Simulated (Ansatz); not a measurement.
Cs₂WO₂F₄:
Space group C2/m (No. 12); a = 11.0853 Å, b = 6.2114 Å, c = 5.0023 Å, α = γ = 90.00°, β = 91.72°

```tsv
atom	site	symmetry	x	y	z
Cs	4i	m	0.1765	0.5000	0.3037
W	2a	2/m	0.0000	0.0000	0.0000
O	4i	m	0.1417	0.0000	0.1899
F	8j	1	0.4372	0.2771	0.2250
```
(The calculation used a cell of 9 atoms; values per cell refer to that cell.)

Relaxed with r²SCAN.

**Question.** Tabulate the valence density and the electron localisation function along the shortest W–O contact (1.81 Å), the program Ansatz at the r²SCAN level (PAW).

**Answer.** 

```tsv
distance from W (Å)	density (e/Å³)	ELF
0.18	4.45	0.10
0.27	5.16	0.30
0.36	5.47	0.53
0.45	5.20	0.66
0.54	4.44	0.70
0.63	3.45	0.63
0.72	2.52	0.48
0.81	1.83	0.32
0.91	1.47	0.26
1.00	1.42	0.35
1.09	1.65	0.56
1.18	2.16	0.72
1.27	3.00	0.78
1.36	4.13	0.76
1.45	5.37	0.68
1.54	6.46	0.54
1.63	7.18	0.38
```

The density is the valence pseudo-density with augmentation charge, so density and ELF within about 1 Å of a nucleus are not all-electron values.

The first step of the workflow began from a Materials Project structure, measured or hypothetical; the Crystallography Open Database copy checked does not list it. Its standing as an ambient phase is unchecked. The r²SCAN relaxation kept the symmetry of its start; whether a distortion lowers the energy is not shown. The run is not spin-polarised. No Hubbard U is applied. Scalar-relativistic: spin–orbit coupling is off unless named, which matters more the heavier the elements.

Potentials: the later of the program's two PAW sets.
